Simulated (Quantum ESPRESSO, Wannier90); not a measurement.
TaSi2 (P6₂22), plane waves to Wannier functions

Structure: Materials Project mp-517, symmetrised, not relaxed again. COD (Crystallography Open Database) has the formula in 2 space groups, this one among them (matched by group alone). Level: PBEsol, no spin polarisation, no spin-orbit coupling; pw.x of Quantum ESPRESSO at 47 Ry with PseudoDojo potentials, 4×4×4 k-points, Wannier90. Density: 12×12×6 mesh, cold smearing 0.01 Ry. Spin-orbit coupling is left out although heavy elements are present.

On the energy scale of pw.x, whose zero is arbitrary, the Fermi level lies at 15.25 eV.

Input w.win:

```
num_bands = 9
num_wann = 9
exclude_bands = 1-3,13-85
num_iter = 1000
conv_tol = 1.0e-6
conv_window = 4
write_hr = true
write_u_matrices = true
auto_projections = true
begin unit_cell_cart
ang
    4.7686301207    0.0000000000    0.0000000000
   -2.3843150604    4.1297548258    0.0000000000
    0.0000000000    0.0000000000    6.5214100000
end unit_cell_cart
begin atoms_frac
Ta   0.0000000000  0.5000000000  0.1666666667
Ta   0.5000000000  0.0000000000  0.5000000000
Ta   0.5000000000  0.5000000000 -0.1666666667
Si  -0.1586150000 -0.3172300000  0.5000000000
Si   0.1586150000 -0.1586150000 -0.1666666667
Si   0.3172300000  0.1586150000  0.1666666667
Si   0.1586150000  0.3172300000  0.5000000000
Si  -0.1586150000  0.1586150000 -0.1666666667
Si  -0.3172300000 -0.1586150000  0.1666666667
end atoms_frac
mp_grid = 4 4 4
begin kpoints
0.0000000000 0.0000000000 0.0000000000
0.0000000000 0.0000000000 0.2500000000
0.0000000000 0.0000000000 0.5000000000
... (61 more lines: the 4x4x4 mesh through Gamma)
end kpoints
```

Input of pw2wannier90.x that gives the overlap and projection files (equivalent; here they were cut from one run over all bands):

```
&inputpp
  outdir = './out'
  prefix = 'pwscf'
  seedname = 'w'
  write_amn = .true.
  write_mmn = .true.
  atom_proj = .true.
  atom_proj_exclude = 1 5 6 7 8 9 10 11 15 16 17 18 19 20 21 25 26 27 28 29 30 31 32 33 34 35 36 37 38 39 40 41 42 43 44 45 46 47 48 49 50 51 52 53 54
/
```

Output w.wout (banner and timings cut):

```
                                    ------
                                    SYSTEM
                                    ------

                              Lattice Vectors (Ang)
                    a_1     4.768630   0.000000   0.000000
                    a_2    -2.384315   4.129755   0.000000
                    a_3     0.000000   0.000000   6.521410

                   Unit Cell Volume:     128.42791  (Ang^3)

                        Reciprocal-Space Vectors (Ang^-1)
                    b_1     1.317608   0.760721  -0.000000
                    b_2     0.000000   1.521443   0.000000
                    b_3     0.000000  -0.000000   0.963470

 *----------------------------------------------------------------------------*
 |   Site       Fractional Coordinate          Cartesian Coordinate (Ang)     |
 +----------------------------------------------------------------------------+
 | ta   1  -0.00000   0.50000   0.16667   |   -1.19216   2.06488   1.08690    |
 | ta   2   0.50000   0.00000   0.50000   |    2.38432   0.00000   3.26071    |
 | ta   3   0.50000   0.50000  -0.16667   |    1.19216   2.06488  -1.08690    |
 | si   1  -0.15861  -0.31723   0.50000   |    0.00000  -1.31008   3.26071    |
 | si   2   0.15862  -0.15861  -0.16667   |    1.13456  -0.65504  -1.08690    |
 | si   3   0.31723   0.15861   0.16667   |    1.13456   0.65504   1.08690    |
 | si   4   0.15861   0.31723   0.50000   |   -0.00000   1.31008   3.26071    |
 | si   5  -0.15862   0.15861  -0.16667   |   -1.13456   0.65504  -1.08690    |
 | si   6  -0.31723  -0.15861   0.16667   |   -1.13456  -0.65504   1.08690    |
 *----------------------------------------------------------------------------*
                                ------------
                                K-POINT GRID
                                ------------

             Grid size =  4 x  4 x  4      Total points =   64

 *---------------------------------- MAIN ------------------------------------*
 |  Number of Wannier Functions               :                 9             |
 |  Number of Objective Wannier Functions     :                 9             |
 |  Number of input Bloch states              :                 9             |
 |  Output verbosity (1=low, 5=high)          :                 1             |
 |  Timing Level (1=low, 5=high)              :                 1             |
 |  Optimisation (0=memory, 3=speed)          :                 3             |
 |  Length Unit                               :               Ang             |
 |  Post-processing setup (write *.nnkp)      :                 F             |
 |  Using Gamma-only branch of algorithms     :                 F             |
 *----------------------------------------------------------------------------*
 *------------------------------- WANNIERISE ---------------------------------*
 |  Total number of iterations                :              1000             |
 |  Number of CG steps before reset           :                 5             |
 |  Trial step length for line search         :             2.000             |
 |  Convergence tolerence                     :         0.100E-05             |
 |  Convergence window                        :                 4             |
 |  Iterations between writing output         :                 1             |
 |  Iterations between backing up to disk     :               100             |
 |  Write r^2_nm to file                      :                 F             |
 |  Write xyz WF centres to file              :                 F             |
 |  Write on-site energies <0n|H|0n> to file  :                 F             |
 |  Use guiding centre to control phases      :                 F             |
 |  Use phases for initial projections        :                 F             |
 *----------------------------------------------------------------------------*
 *-------------------------------- PLOTTING ----------------------------------*
 |  Plotting Hamiltonian in WF basis          :                 T             |
 *----------------------------------------------------------------------------*

 *---------------------------------- K-MESH ----------------------------------*
 +----------------------------------------------------------------------------+
 |                    Distance to Nearest-Neighbour Shells                    |
 |                    ------------------------------------                    |
 |          Shell             Distance (Ang^-1)          Multiplicity         |
 |          -----             -----------------          ------------         |
 |             1                   0.240868                      2            |
 |             2                   0.380361                      6            |
 |             3                   0.450213                     12            |
 |             4                   0.481735                      2            |
 |             5                   0.613794                     12            |
 |             6                   0.658804                      6            |
 |             7                   0.701456                     12            |
 |             8                   0.722603                      2            |
       ... (lines left out)
 +----------------------------------------------------------------------------+
 | The b-vectors are chosen automatically                                     |
 | The following shells are used:                       1,  2                 |
 +----------------------------------------------------------------------------+
 |                        Shell   # Nearest-Neighbours                        |
 |                        -----   --------------------                        |
 |                          1               2                                 |
 |                          2               6                                 |
 +----------------------------------------------------------------------------+
 | Completeness relation is fully satisfied [Eq. (B1), PRB 56, 12847 (1997)]  |
 +----------------------------------------------------------------------------+
 |                  b_k Vectors (Ang^-1) and Weights (Ang^2)                  |
 |                  ----------------------------------------                  |
 |            No.         b_k(x)      b_k(y)      b_k(z)        w_b           |
 |            ---        --------------------------------     --------        |
 |             1         0.000000    0.000000    0.240868     8.618134        |
 |             2         0.000000    0.000000   -0.240868     8.618134        |
 |             3         0.000000    0.380361    0.000000     2.304027        |
 |             4         0.329402    0.190180    0.000000     2.304027        |
 |             5         0.000000   -0.380361    0.000000     2.304027        |
 |             6         0.329402   -0.190180    0.000000     2.304027        |
 |             7        -0.329402   -0.190180    0.000000     2.304027        |
 |             8        -0.329402    0.190180    0.000000     2.304027        |
 +----------------------------------------------------------------------------+
 |                           b_k Directions (Ang^-1)                          |
 |                           -----------------------                          |
 |            No.           x           y           z                         |
 |            ---        --------------------------------                     |
 |             1         0.000000    0.000000    0.240868                     |
 |             2         0.000000    0.380361    0.000000                     |
 |             3         0.329402    0.190180    0.000000                     |
 |             4         0.329402   -0.190180    0.000000                     |
 +----------------------------------------------------------------------------+

 Starting a new Wannier90 calculation ...

 Reading overlaps from w.mmn

 Reading projections from w.amn

 *------------------------------- WANNIERISE ---------------------------------*
 +--------------------------------------------------------------------+<-- CONV
 | Iter  Delta Spread     RMS Gradient      Spread (Ang^2)            |<-- CONV
 +--------------------------------------------------------------------+<-- CONV

 ------------------------------------------------------------------------------
 Initial State
  WF centre and spread    1  ( -1.192158,  2.064877,  1.086902 )     0.54678090
  WF centre and spread    2  ( -1.192158,  2.064877,  1.088108 )     0.54072234
  WF centre and spread    3  ( -1.192158,  2.064877,  1.085696 )     0.54294149
  WF centre and spread    4  (  2.384315,  0.000000,  3.260705 )     0.54678090
  WF centre and spread    5  (  2.384315,  0.000000,  3.260705 )     0.54405397
  WF centre and spread    6  (  2.384315,  0.000000,  3.260705 )     0.53961568
  WF centre and spread    7  (  1.192158,  2.064877, -1.086902 )     0.54678090
  WF centre and spread    8  (  1.192158,  2.064877, -1.088108 )     0.54072234
  WF centre and spread    9  (  1.192158,  2.064877, -1.085696 )     0.54294149
  Sum of centres and spreads (  7.152945, 12.389264,  9.782115 )     4.89134002

      0     0.489E+01     0.0000000000        4.8913400234  <-- CONV
        O_D=      0.0000000 O_OD=      0.0026671 O_TOT=      4.8913400 <-- SPRD
 ------------------------------------------------------------------------------
      1    -0.154E-07     0.0001016559        4.8913400080  <-- CONV
        O_D=      0.0000000 O_OD=      0.0026671 O_TOT=      4.8913400 <-- SPRD
      2    -0.687E-09     0.0000363537        4.8913400073  <-- CONV
        O_D=      0.0000000 O_OD=      0.0026671 O_TOT=      4.8913400 <-- SPRD
      3    -0.860E-10     0.0000176743        4.8913400073  <-- CONV
        O_D=      0.0000000 O_OD=      0.0026671 O_TOT=      4.8913400 <-- SPRD
      4    -0.297E-10     0.0000083854        4.8913400072  <-- CONV
        O_D=      0.0000000 O_OD=      0.0026671 O_TOT=      4.8913400 <-- SPRD
             <<<     Delta < 1.000E-06  over  4 iterations     >>>
             <<< Wannierisation convergence criteria satisfied >>>
 Final State
  WF centre and spread    1  ( -1.192158,  2.064877,  1.086902 )     0.54678043
  WF centre and spread    2  ( -1.192158,  2.064877,  1.088108 )     0.54072265
  WF centre and spread    3  ( -1.192158,  2.064877,  1.085696 )     0.54294165
  WF centre and spread    4  (  2.384315,  0.000000,  3.260705 )     0.54678046
  WF centre and spread    5  (  2.384315,  0.000000,  3.260705 )     0.54405401
  WF centre and spread    6  (  2.384315,  0.000000,  3.260705 )     0.53961608
  WF centre and spread    7  (  1.192158,  2.064877, -1.086902 )     0.54678043
  WF centre and spread    8  (  1.192158,  2.064877, -1.088108 )     0.54072265
  WF centre and spread    9  (  1.192158,  2.064877, -1.085696 )     0.54294164
  Sum of centres and spreads (  7.152945, 12.389264,  9.782115 )     4.89134001

         Spreads (Ang^2)       Omega I      =     4.888672951
        ================       Omega D      =     0.000000003
                               Omega OD     =     0.002667054
    Final Spread (Ang^2)       Omega Total  =     4.891340007
```
